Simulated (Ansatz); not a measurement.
Ge:
```yaml
crystal:
  lattice:
    - [0.00000, 2.85194, 4.97544]
    - [2.59335, 0.00000, 4.97544]
    - [2.59335, 2.85194, 0.00000]
  atoms:
    - { symbol: Ge, position: [0.77827, 0.77827, 0.22173] }
    - { symbol: Ge, position: [0.22173, 0.22173, 0.77827] }
    - { symbol: Ge, position: [0.27329, 0.72671, 0.27329] }
    - { symbol: Ge, position: [0.72671, 0.27329, 0.72671] }
```

Relaxed with PBEsol. Special points in fractions of this cell's reciprocal vectors: Γ (0.000, 0.000, 0.000); Y (0.500, 0.000, 0.500); C0 (0.500, 0.111, 0.611); A0 (0.500, 0.889, 0.389); Z (0.500, 0.500, 0.000); B0 (0.970, 0.500, 0.470); D0 (0.030, 0.500, 0.530); T (0.000, 0.500, 0.500); G0 (0.091, 0.591, 0.500); H0 (0.909, 0.409, 0.500); L (0.500, 0.500, 0.500).

### Question
List the band energies nearest the Fermi level at these points for the program Ansatz at the PBEsol level (PAW).

### Answer
In eV from the Fermi level; about four levels below and three above (degenerate sets whole), none deeper than 8.9 eV; points with the same levels are listed once.

```tsv
k	below	above
Γ	-2.45 -2.08 -2.03 -1.78	2.89 3.52 4.08
Y	-3.13 -2.70 -1.27 -0.97	4.09 5.12 7.60
C0	-2.64 -2.44 -1.01 -0.64	3.27 4.00 8.06
Z	-4.71 -4.52 -2.27 -2.05	0.10 0.76 1.19
B0	-5.46 -3.27 -2.17 -1.88	2.89 3.99 4.21
T	-5.58 -3.29 -2.19 -1.89	2.88 4.08 4.30
G0	-5.42 -3.80 -2.08 -1.52	3.16 3.44 3.61
L	-7.21 -1.94 -1.65 -0.79	0.74 0.94 1.13
```

Space group Fmmm. The workflow started from a Materials Project entry (that database holds measured and hypothetical structures alike); the Crystallography Open Database copy checked does not list it. It is not the phase usual at ambient conditions (space group No. 227). Symmetry was held in the PBEsol relaxation; phonons show weakly imaginary modes. Spin–orbit coupling is left out wherever it is not named.

Potentials: the later of the program's two PAW sets.
